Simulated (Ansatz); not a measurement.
Input file for Ansatz (a quantum-chemistry and plane-wave program):

Ansatz 0.2 input:
```yaml
crystal:
  lattice:
    - [6.0560307618, 2.0166751365, 0.0]
    - [-6.0560307618, 2.0166751365, 0.0]
    - [-1.3695041406, 0.0, 5.0034740829]
  atoms:
    - { symbol: Ni, position: [0.0, 0.0, 0.0] }
    - { symbol: Ni, position: [0.7840342899, 0.2159657101, 0.6641037618] }
    - { symbol: Ni, position: [0.2159657101, 0.7840342899, 0.3358962382] }
    - { symbol: Sn, position: [0.5724582308, 0.4275417692, 0.3129188982] }
    - { symbol: Sn, position: [0.4275417692, 0.5724582308, 0.6870811018] }
    - { symbol: Sn, position: [0.8287801868, 0.1712198132, 0.1889290024] }
    - { symbol: Sn, position: [0.1712198132, 0.8287801868, 0.8110709976] }
kpoints:
  mp_grid: { grid: [8, 8, 6] }
  band_path:
    path:
      - [[0.0, 0.0, 0.0], [0.2797996314, 0.2797996314, 0.0]]  # Γ-C
      - [[-0.2797996314, 0.7202003686, 0.0], [-0.5, 0.5, 0.0], [0.0, 0.0, 0.0], [-0.5, 0.5, 0.5], [-0.2614311244, 0.7385688756, 0.5]]  # C_2-Y_2-Γ-M_2-D
      - [[0.2614311244, 0.2614311244, 0.5], [0.0, 0.0, 0.5], [0.0, 0.0, 0.0]]  # D_2-A-Γ
      - [[0.0, 0.5, 0.5], [0.0, 0.0, 0.0], [0.0, 0.5, 0.0]]  # L_2-Γ-V_2
    npoints: 8
basis: { xc_grid: 2 }
hamiltonian:
  xc: pbesol
  pseudopotentials: { azcp: { folder: ./paw }, kind: paw_fr }
magnetization: { noncollinear: true, spin_orbit: true }
scf:
  n_extra_bands: 14
  convergence: { dr2_threshold: 0.0000000001 }
  occupations: { method: gaussian, width: 0.05 }
output: { eigenvalues: true }
```

Output (shortened):

```
Pseudopotential: Ni, paw, valence charge 18
Pseudopotential: Sn, paw, valence charge 14
Functional definition: PBEsol
non-collinear run that drives no moment, with spin-orbit …
Crystal: 7 atoms, lattice volume = 122.215 Å³
Basis set: ecut = 420 eV, 2381 PW (Γ), exchange–correlation on 90×90×72 points (8 copies of the dense FFT grid, shifted against one another)
Bands: 124, of which v1, the nominal top of the filled ones, is band 110 counted from 1 (109 counted from 0)
Symmetry: 4 space group operations + 4 with time reversal
k-points: 114 of 384
Projection manifold: j_resolved (fully-relativistic pseudo-atomic orbitals)
SCF iter   1: F=—  HF=-41231.500335 eV  |F-HF|=—  |Δ(HF+E_count)|=         —  Δρ=1.68e-1  dr2=3.73e1  dr2_m=0.00e0 (ungated)  ethr=3.10e-3  |M|=0.00e0 ∫|m|=0.00e0 μB  |m|>n=0.0e0 m-floor=0.0e0 τ_xc=0.0e0  β_m=0.30  ⟨swp⟩=6.6  Hψ=34213  notcnv=0  defer=120
preconditioner: auto → Kerker (q_TF=auto, 2.681 Å⁻¹)
spin=Noncollinear: Kerker preconditioning applied to the charge; magnetization (m_x, m_y, m_z) channels mix plain (no charge-response kernel on spin).
SCF iter   2: F=—  HF=-41227.411545 eV  |F-HF|=—  |Δ(HF+E_count)|=    4.09e0  Δρ=5.96e-2  dr2=3.83e0  dr2_m=0.00e0 (ungated)  ethr=3.10e-3  |M|=0.00e0 ∫|m|=0.00e0 μB  |m|>n=0.0e0 m-floor=0.0e0 τ_xc=0.0e0  β_m=0.28  ⟨swp⟩=3.5  Hψ=15477  notcnv=0  defer=920
SCF iter   3: F=—  HF=-41226.652103 eV  |F-HF|=—  |Δ(HF+E_count)|=   7.59e-1  Δρ=3.25e-2  dr2=3.86e0  dr2_m=0.00e0 (ungated)  ethr=3.10e-3  |M|=0.00e0 ∫|m|=0.00e0 μB  |m|>n=0.0e0 m-floor=0.0e0 τ_xc=0.0e0  β_m=0.47  ⟨swp⟩=2.1  Hψ=10416  notcnv=0  defer=926
SCF iter   4: F=—  HF=-41225.725877 eV  |F-HF|=—  |Δ(HF+E_count)|=   9.26e-1  Δρ=4.43e-2  dr2=1.30e0  dr2_m=0.00e0 (ungated)  ethr=3.10e-3  |M|=0.00e0 ∫|m|=0.00e0 μB  |m|>n=0.0e0 m-floor=0.0e0 τ_xc=0.0e0  β_m=0.74  ⟨swp⟩=3.0  Hψ=9850  notcnv=0  defer=926
SCF iter   5: F=—  HF=-41225.770275 eV  |F-HF|=—  |Δ(HF+E_count)|=   4.44e-2  Δρ=4.47e-2  dr2=1.81e0  dr2_m=0.00e0 (ungated)  ethr=1.18e-3  |M|=0.00e0 ∫|m|=0.00e0 μB  |m|>n=0.0e0 m-floor=0.0e0 τ_xc=0.0e0  β_m=0.51  ⟨swp⟩=2.2  Hψ=10661  notcnv=0  defer=922
SCF iter   6: F=—  HF=-41225.669093 eV  |F-HF|=—  |Δ(HF+E_count)|=   1.01e-1  Δρ=2.74e-2  dr2=9.33e-1  dr2_m=0.00e0 (ungated)  ethr=1.18e-3  |M|=0.00e0 ∫|m|=0.00e0 μB  |m|>n=0.0e0 m-floor=0.0e0 τ_xc=0.0e0  β_m=0.43  ⟨swp⟩=2.4  Hψ=8982  notcnv=0  defer=922
SCF iter   7: F=—  HF=-41225.588917 eV  |F-HF|=—  |Δ(HF+E_count)|=   8.02e-2  Δρ=1.26e-2  dr2=1.84e-1  dr2_m=0.00e0 (ungated)  ethr=8.49e-4  |M|=0.00e0 ∫|m|=0.00e0 μB  |m|>n=0.0e0 m-floor=0.0e0 τ_xc=0.0e0  β_m=0.72  ⟨swp⟩=2.1  Hψ=8788  notcnv=0  defer=916
SCF iter   8: F=—  HF=-41225.574115 eV  |F-HF|=—  |Δ(HF+E_count)|=   1.48e-2  Δρ=9.54e-4  dr2=1.42e-3  dr2_m=0.00e0 (ungated)  ethr=1.67e-4  |M|=0.00e0 ∫|m|=0.00e0 μB  |m|>n=0.0e0 m-floor=0.0e0 τ_xc=0.0e0  β_m=0.86  ⟨swp⟩=2.0  Hψ=8721  notcnv=0  defer=916
SCF iter  18: F=-41225.574075 eV  HF=-41225.574075 eV  |F-HF|=4.37e-11  |Δ(HF+E_count)|=  2.91e-11  Δρ=2.34e-7  dr2=5.80e-11  dr2_m=0.00e0 (ungated)  ethr=1.00e-12  |M|=0.00e0 ∫|m|=0.00e0 μB  |m|>n=0.0e0 m-floor=0.0e0 τ_xc=0.0e0  ⟨swp⟩=8.9  Hψ=27774  notcnv=0
SCF 1 converged in 18 iterations: F = -41225.574075 eV  dr2 = 5.80e-11
NSCF: frozen V_eff on 76 k-points
SCF converged after 18 iterations
Magnetization: |M| = 0.0000 μB,  M = (+0.0000, +0.0000, +0.0000) μB
Absolute magnetization: 0.0000 μB (∫|m|)
  site 0: m = (+0.0000, +0.0000, +0.0000) μB, |m| = 0.0000 μB  (R = 1.04 Å)
  site 1: m = (+0.0000, +0.0000, +0.0000) μB, |m| = 0.0000 μB  (R = 1.08 Å)
  site 2: m = (+0.0000, +0.0000, +0.0000) μB, |m| = 0.0000 μB  (R = 1.08 Å)
  site 3: m = (+0.0000, +0.0000, +0.0000) μB, |m| = 0.0000 μB  (R = 1.07 Å)
  site 4: m = (+0.0000, +0.0000, +0.0000) μB, |m| = 0.0000 μB  (R = 1.07 Å)
  site 5: m = (+0.0000, +0.0000, +0.0000) μB, |m| = 0.0000 μB  (R = 1.04 Å)
  site 6: m = (+0.0000, +0.0000, +0.0000) μB, |m| = 0.0000 μB  (R = 1.04 Å)
Free energy (F): -41225.574075 eV
Harris-Foulkes:  -41225.574075 eV  (|F-HF|=4.37e-11)
Internal energy: -41225.570980 eV  (E = F + TS)
E sigma→0 (E₀):  -41225.572528 eV
Entropy (-TS):   -0.003095 eV (-0.442 meV/atom)
Fermi energy:    14.676361 eV
--- Per-component energies (eV) ---
  E_band       = -1145.001773
  E_kinetic    = 1708.354153
  E_local      = -14619.160848  (includes V_loc(G=0)·N_el)
  E_nonlocal   = 246.360513
  E_hartree    = 7694.406476
  E_xc         = -839.675040
  E_vxc        = -763.829576  (∫ρ·V_xc dr)
  E_paw        = -22071.566150  (= ΣΔE_a)
  E_vpaw       = -3105.541818  (= ΣTr[D̂ρ^β])
  E_aug_tail   = 0.003818  (compensation charges beyond the density's cutoff)
  E_ewald      = -13346.040671
  E_core_change = 1.746768  (= ΣΔE_core)
  E_smearing   = -0.003095  (= −TS)
  E_closure    =  0.000000  (closes the sum)
  Σ components = -41225.574075   (vs F -41225.574075, Δ=0.00e0)
  [band-id]    e_kinetic+e_local+e_nonlocal+2·e_hartree+e_vxc+e_vpaw+e_augmentation_tail = -1145.000806   (vs E_band -1145.001773, Δ=9.67e-4)
--- Band table (eV; the first three rows and the last of 114) ---
  k-point 0: bands = ["-88.1713", "-88.1713", "-88.1262", "-88.1262", "-88.1205", "-88.1205", "-50.2245", "-50.2245", "-50.1851", "-50.1851", "-50.1686", "-50.1686", "-48.0629", "-48.0629", "-48.0174", "-48.0174", "-48.0018", "-48.0018", "-47.9914", …
  k-point 1: bands = ["-88.1713", "-88.1713", "-88.1262", "-88.1262", "-88.1205", "-88.1205", "-50.2245", "-50.2245", "-50.1851", "-50.1851", "-50.1687", "-50.1687", "-48.0629", "-48.0629", "-48.0175", "-48.0175", "-48.0014", "-48.0014", "-47.9920", …
  k-point 2: bands = ["-88.1713", "-88.1713", "-88.1262", "-88.1262", "-88.1205", "-88.1205", "-50.2246", "-50.2246", "-50.1849", "-50.1849", "-50.1688", "-50.1688", "-48.0630", "-48.0630", "-48.0176", "-48.0176", "-48.0004", "-48.0004", "-47.9935", …
  k-point 113: bands = ["-88.1713", "-88.1713", "-88.1262", "-88.1262", "-88.1205", "-88.1205", "-50.2245", "-50.2245", "-50.1852", "-50.1852", "-50.1686", "-50.1686", "-48.0629", "-48.0629", "-48.0174", "-48.0174", "-48.0019", "-48.0019", "-47.9914", …
```

Cost: around 7 core-minutes (rough) on shared cores.

Space group C2/m. The first step of the workflow began from a Materials Project structure, measured or hypothetical; the Crystallography Open Database files this formula in space group No. 12, but the cells were not matched. Whether it is the stable phase at ambient conditions was not checked. Symmetry was held in the PBEsol relaxation; whether a distortion lowers the energy is not shown. No spin polarisation was allowed. The program gave a warning on the electronic state, which may not be the lowest.

Potentials: the earlier of the program's two PAW sets. The files were generated under PBE; for other functionals the program regenerates the frozen cores, and for LDA and PBEsol the local potential too.

Ansatz is a plane-wave DFT program.
